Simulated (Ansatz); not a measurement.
Rigid (111) slab of LaS, space group Fm-3m (No. 225):

```yaml
crystal:
  lattice:
    - [4.10483, 0.00000, 0.00000]
    - [-2.05241, 3.55489, 0.00000]
    - [0.00000, 0.00000, 25.37895]
  atoms:
    - { symbol: La, position: [0.33333, 0.66667, 0.33492] }
    - { symbol: S, position: [0.66667, 0.33333, 0.40095] }
    - { symbol: La, position: [0.00000, 0.00000, 0.46698] }
    - { symbol: S, position: [0.33333, 0.66667, 0.53555] }
    - { symbol: La, position: [0.66667, 0.33333, 0.60955] }
    - { symbol: S, position: [0.00000, 0.00000, 0.66129] }
```

The calculation used DFT PBEsol, scalar-relativistic, plane waves, PAW (Ansatz). Settings: cutoff 420 eV, Γ-centred mesh 9×9×1 on the computed 7-atom cell, Gaussian smearing of 0.10 eV; no spin polarisation. The cell repeats along c with a dipole correction in the vacuum.

An adatom of O is held over the places (i/4, j/4) of the 1×1 surface cell, counted from the highest atom (S), and only its height relaxes; one adatom per 14.6 Å².

(1) What is the energy landscape, counted from its lowest point?

The slab is thin and held rigid, with forces of up to 3.7 eV/Å left on its atoms, so relaxing it could reorder the places.

Without spin polarisation weakly bound places lie too high for an open-shell atom.

The grid of places doesn't hold the threefold sites of this hexagonal cell, which may bind more strongly.

Spin-orbit coupling is left out, which matters for the bands of heavy elements. Spin polarisation was left out, and a magnetic state may lie lower.

Answers

(1) Energies in eV:

```csv
i,j=0,j=1,j=2,j=3
0,1.54,1.02,0.90,1.02
1,1.02,1.02,0.00,0.00
2,0.90,1.26,0.90,0.00
3,1.02,1.26,1.26,1.02
```

Heights over the highest slab atom in Å:

```csv
i,j=0,j=1,j=2,j=3
0,1.52,1.13,0.39,1.13
1,1.13,1.13,-0.19,-0.19
2,0.39,0.67,0.39,-0.19
3,1.13,0.67,0.67,1.13
```
